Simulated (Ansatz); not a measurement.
Problem. MoW (CsCl type, Pm-3m) is relaxed with the program Ansatz at the PBE level (PAW). What lattice parameters of the conventional cell result?

Solution. a = 3.172 Å.

The start of the workflow was typed in or built on a structure type; neither database checked (COD, Materials Project) lists it. Its standing as an ambient phase is unchecked. The PBE relaxation kept the symmetry of its start; whether a distortion lowers the energy is not shown. The run is not spin-polarised. Spin–orbit coupling is left out wherever it is not named.

Potentials: the later of the program's two PAW sets.
